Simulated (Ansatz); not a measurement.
Born–Oppenheimer molecular dynamics of a 24-atom Co₃Ni₅BRu₁₅ cell at 12.78 Å³/atom, computed with Ansatz: Langevin thermostat at 300 K, 91 steps of 1.5 fs, friction 0.03 1/fs. The run is short and the cell small, so it isn't an equilibrium average.

```yaml
crystal:
  lattice:
    - [6.643342, 0.424962, 0.244107]
    - [0.424962, 7.10344, -0.023133]
    - [0.244107, -0.023133, 6.533752]
  atoms:
    - { symbol: Ru, position: [0.3881893243, 0.4141180777, 0.9882424751] }
    - { symbol: Ru, position: [0.6320361445, 0.3622694606, 0.2659010063] }
    - { symbol: Ru, position: [0.8575453349, 0.6567735119, 0.3007041982] }
    - { symbol: Ru, position: [0.7394574245, 0.2367239433, 0.8583791052] }
    - { symbol: Ru, position: [0.6693794459, 0.0024217089, 0.2096355241] }
    - { symbol: Ru, position: [0.3207310249, 0.127742135, 0.392089632] }
    - { symbol: Ru, position: [0.8596638059, 0.8696829243, 0.8506804422] }
    - { symbol: Ru, position: [0.122774508, 0.121265119, 0.7669908319] }
    - { symbol: Ru, position: [0.815055659, 0.105614378, 0.5093543618] }
    - { symbol: Ru, position: [0.0151022042, 0.3176447994, 0.154654636] }
    - { symbol: Ru, position: [0.0034482424, 0.5159380969, 0.8517258447] }
    - { symbol: Ru, position: [0.6196018198, 0.7053318517, 0.9966790471] }
    - { symbol: Ru, position: [0.6795822303, 0.5763372803, 0.6568391592] }
    - { symbol: Ru, position: [0.5027388657, 0.0052820183, 0.6833707327] }
    - { symbol: Ru, position: [0.3788674906, 0.3535602607, 0.6258734369] }
    - { symbol: Ni, position: [0.2973014316, 0.6786701071, 0.7255734127] }
    - { symbol: Ni, position: [0.9878401478, 0.3618010783, 0.5112842936] }
    - { symbol: Ni, position: [0.0567996638, 0.9965964005, 0.1621695544] }
    - { symbol: Ni, position: [0.1957256992, 0.718766658, 0.0809167178] }
    - { symbol: Ni, position: [0.1240189052, 0.8478120985, 0.4852356027] }
    - { symbol: Co, position: [0.3409960516, 0.091929528, 0.0618130037] }
    - { symbol: Co, position: [0.2500982511, 0.5292863112, 0.3600974539] }
    - { symbol: Co, position: [0.4484765358, 0.7550905798, 0.3558721195] }
    - { symbol: B, position: [0.6641571898, 0.844428154, 0.5041422062] }
  symmetry: { detect: false }
basis:
  ecutwfc: 420
  xc_grid: 1
kpoints:
  mp_grid: { grid: [1, 1, 1], shift: [0.25, 0.25, 0.25] }
hamiltonian:
  xc: pbe
scf:
  occupations: { method: fermi_dirac, width: 0.05 }
  lower_state_search: "off"
  convergence: { dr2_threshold: 1.0e-05 }
output:
  forces: true
  stress: true
md:
  timestep: 1.5
  n_steps: 91
  ensemble: nvt_langevin
  friction: 0.03
  temperature: 300.0
  initial_velocities: maxwell_boltzmann
  seed: 50841
```

```bash
ansatz run input.yaml --threads 2 --pin off --max-ram 5120MiB --backend cpu --events-out ev --progress --plain --runs-dir out
```

Method: Ansatz, DFT PBE, scalar-relativistic, plane waves, PAW.

5 frames, positions in Å (not wrapped into the cell) and forces in eV/Å:

```xyz
24
Lattice="6.643 0.425 0.244 0.425 7.103 -0.023 0.244 -0.023 6.534" Properties=species:S:1:pos:R:3:forces:R:3 pbc="T T T" time_fs=0.0 temperature_K=288 free_energy_over_first_frame_eV=0.000
Ru    2.996    3.084    6.542   -0.480    0.120    1.120
Ru    4.418    2.836    1.883   -0.450    1.600    0.470
Ru    6.049    5.023    2.159    0.660    0.440   -0.310
Ru    5.223    1.976    5.783   -1.540    0.890    2.270
Ru    4.499    0.297    1.533    0.020   -0.590   -1.990
Ru    2.281    1.035    2.637   -1.910   -0.580   -0.730
Ru    6.288    6.523    5.748    2.240    0.690   -2.140
Ru    1.054    0.896    5.038    0.280    0.310    0.130
Ru    5.584    1.085    3.525    2.040   -1.250   -0.570
Ru    0.273    2.259    1.007    0.890    0.660   -1.530
Ru    0.450    3.647    5.554    0.140   -0.250    0.220
Ru    4.659    5.251    6.647   -2.320   -1.760    3.040
Ru    4.920    4.368    4.444    0.170   -0.550   -1.950
Ru    3.509    0.235    4.588   -1.930    0.290    5.700
Ru    2.820    2.658    4.174    1.150    0.960    0.900
Ni    2.441    4.930    4.798    0.330    1.010    0.570
Ni    6.841    2.978    3.573    0.560    1.770    1.060
Ni    0.840    7.100    1.050   -3.060   -0.440    0.890
Ni    1.625    5.187    0.560    0.540   -0.290   -0.810
Ni    1.303    6.064    3.181   -1.590    0.330   -0.080
Co    2.320    0.796    0.485    1.850   -0.470   -3.330
Co    1.974    3.858    2.402   -1.120   -1.280   -0.720
Co    3.387    5.546    2.417    0.910    0.650   -0.090
B     4.894    6.269    3.437    2.610   -2.260   -2.130
24
Lattice="6.643 0.425 0.244 0.425 7.103 -0.023 0.244 -0.023 6.534" Properties=species:S:1:pos:R:3:forces:R:3 pbc="T T T" time_fs=34.5 temperature_K=748 free_energy_over_first_frame_eV=-2.776
Ru    2.942    3.030    6.604   -0.270    0.550    0.640
Ru    4.431    2.932    1.904   -0.540    0.850    0.450
Ru    6.043    5.035    2.076    0.640    0.480   -0.470
Ru    5.143    2.037    5.784   -0.780    0.550    1.340
Ru    4.474    0.315    1.483   -0.990   -0.900   -2.030
Ru    2.272    1.004    2.580   -0.960    0.300   -0.020
Ru    6.366    6.547    5.692    0.060   -0.410   -0.740
Ru    1.105    0.876    5.029   -0.470    0.460   -0.310
Ru    5.625    1.047    3.474    1.180    1.860    1.250
Ru    0.304    2.269    0.962    0.410   -1.190    0.370
Ru    0.460    3.657    5.617   -0.110    0.380   -0.740
Ru    4.554    5.182    6.753   -0.320   -0.890    0.250
Ru    4.903    4.380    4.330    0.240    0.070    0.120
Ru    3.513    0.209    4.691   -0.160   -0.550    0.940
Ru    2.848    2.690    4.215    0.690    0.000   -0.160
Ni    2.482    4.999    4.791    0.010    0.600    0.760
Ni    6.827    3.172    3.644    0.640   -0.560    0.230
Ni    0.604    7.041    1.202    0.570    0.840   -1.260
Ni    1.603    5.187    0.609    0.860    0.610   -0.930
Ni    1.235    6.147    3.248   -0.380   -0.990   -0.230
Co    2.345    0.735    0.310   -0.560   -0.800    0.320
Co    1.925    3.801    2.335   -0.200   -0.530    0.250
Co    3.450    5.597    2.488    0.200    0.490    0.400
B     5.274    6.296    3.539    0.250   -1.230   -0.440
24
Lattice="6.643 0.425 0.244 0.425 7.103 -0.023 0.244 -0.023 6.534" Properties=species:S:1:pos:R:3:forces:R:3 pbc="T T T" time_fs=69.0 temperature_K=450 free_energy_over_first_frame_eV=-3.272
Ru    2.860    3.100    6.623    0.250   -0.290   -0.650
Ru    4.457    2.976    1.944   -0.940   -0.030    0.130
Ru    6.077    5.098    1.988    0.330   -0.370    0.030
Ru    5.060    2.078    5.881   -0.340    0.090    0.830
Ru    4.402    0.281    1.383    0.260   -0.130    0.070
Ru    2.203    1.005    2.593   -0.030   -0.220    0.770
Ru    6.454    6.511    5.645   -0.790   -0.030    0.400
Ru    1.106    0.893    5.075   -0.550    0.160   -0.880
Ru    5.676    1.131    3.468   -0.890    0.530    1.010
Ru    0.398    2.247    0.967   -0.510   -0.450    0.790
Ru    0.356    3.665    5.635    0.420    0.760   -0.030
Ru    4.500    5.082    6.823    0.380   -0.470   -0.640
Ru    4.870    4.286    4.218    0.040    1.160    1.120
Ru    3.547    0.132    4.807    0.860   -0.280   -1.610
Ru    2.889    2.711    4.180    0.540   -0.740    0.780
Ni    2.401    5.102    4.838    0.310   -0.310    0.730
Ni    6.853    3.250    3.741    0.950   -1.280   -0.930
Ni    0.530    7.118    1.161    0.890   -0.310   -0.970
Ni    1.722    5.263    0.661    0.140    0.950    0.040
Ni    1.143    6.088    3.251    0.170   -0.630   -1.120
Co    2.371    0.617    0.315   -1.590    0.270    0.910
Co    1.914    3.701    2.338    0.370    0.920   -0.170
Co    3.490    5.680    2.661   -0.240   -0.220   -0.550
B     5.578    6.168    3.690   -0.030    0.910   -0.040
24
Lattice="6.643 0.425 0.244 0.425 7.103 -0.023 0.244 -0.023 6.534" Properties=species:S:1:pos:R:3:forces:R:3 pbc="T T T" time_fs=102.0 temperature_K=335 free_energy_over_first_frame_eV=-3.302
Ru    2.909    3.139    6.611   -1.460   -0.570   -0.470
Ru    4.436    2.989    1.909   -0.670   -0.330    0.640
Ru    6.090    5.081    2.025    0.190   -0.520   -0.650
Ru    5.001    2.106    5.964    0.220   -0.310   -0.110
Ru    4.384    0.236    1.358   -0.080    0.360    0.680
Ru    2.172    0.990    2.675   -0.280   -0.950    0.270
Ru    6.451    6.452    5.732   -0.340    1.020   -0.650
Ru    1.042    0.914    5.061    0.240   -0.150   -0.090
Ru    5.644    1.234    3.504   -1.430   -1.450   -0.050
Ru    0.424    2.240    0.992   -0.200    0.990    0.070
Ru    0.293    3.709    5.634    0.940   -0.720    0.050
Ru    4.536    5.045    6.761    0.130   -0.120    0.270
Ru    4.815    4.296    4.190    0.980    1.080    1.140
Ru    3.591    0.092    4.809   -0.110   -0.290   -0.170
Ru    2.946    2.629    4.164    0.480   -0.040    1.100
Ni    2.388    5.029    4.906    0.250    0.020   -0.070
Ni    6.830    3.131    3.715    1.870    1.370   -0.410
Ni    0.541    7.163    1.119   -0.970   -1.190    0.480
Ni    1.784    5.350    0.699   -0.050    0.380   -0.230
Ni    1.060    6.033    3.260    0.650   -0.120   -0.650
Co    2.193    0.519    0.460    0.860    0.590   -1.630
Co    1.986    3.753    2.280   -0.590   -0.210    1.180
Co    3.469    5.606    2.688   -0.270    0.480   -1.020
B     5.634    6.210    3.665   -0.370    0.700    0.320
24
Lattice="6.643 0.425 0.244 0.425 7.103 -0.023 0.244 -0.023 6.534" Properties=species:S:1:pos:R:3:forces:R:3 pbc="T T T" time_fs=136.5 temperature_K=346 free_energy_over_first_frame_eV=-3.832
Ru    2.904    3.048    6.561   -1.510    0.470    1.030
Ru    4.443    2.995    1.935   -0.620   -0.060   -0.150
Ru    6.089    5.056    2.057    0.370   -0.340   -0.940
Ru    4.977    2.041    5.963    0.700   -0.160   -0.050
Ru    4.392    0.281    1.438   -1.380   -0.140   -0.590
Ru    2.161    0.910    2.690   -0.740   -0.550   -0.470
Ru    6.429    6.490    5.719    0.180    0.350   -1.220
Ru    0.962    0.958    5.073    0.560   -0.240   -0.020
Ru    5.569    1.176    3.498    0.530    1.730    1.060
Ru    0.401    2.261    0.984    0.260   -0.830    0.570
Ru    0.353    3.698    5.628    0.100   -0.070    0.270
Ru    4.577    5.056    6.740   -0.250   -0.720    0.530
Ru    4.820    4.386    4.202    1.400    0.310    0.990
Ru    3.613    0.034    4.802   -1.180   -0.450    0.200
Ru    3.037    2.524    4.187    0.710    0.060    0.500
Ni    2.433    4.933    4.896    0.150    0.190   -0.360
Ni    6.993    3.215    3.715   -0.380   -0.260   -0.310
Ni    0.451    7.052    1.125    1.130    0.400   -0.040
Ni    1.819    5.319    0.673   -0.110    0.010   -0.090
Ni    1.156    5.983    3.220    0.070    0.050   -0.100
Co    2.172    0.458    0.399    0.370    0.660   -0.260
Co    2.015    3.728    2.346   -0.010   -0.250   -0.050
Co    3.523    5.550    2.559   -0.530    0.690   -0.400
B     5.592    6.332    3.582    0.170   -0.850   -0.080
```

Over the second half the temperature averages 366 K and the pressure (kinetic part included, positive in compression) 5.1 GPa. Mean square displacements at the end: B 0.49 Å², Co 0.06 Å², Ni 0.07 Å², Ru 0.04 Å² (from the start of this run, the atoms' common shift taken off).

One k point is coarse for so small a cell, so forces and above all the pressure are rough.

It took 7.1 min on 2 threads of Arm Neoverse V1, with other jobs on the host, peak memory 0.72 GiB.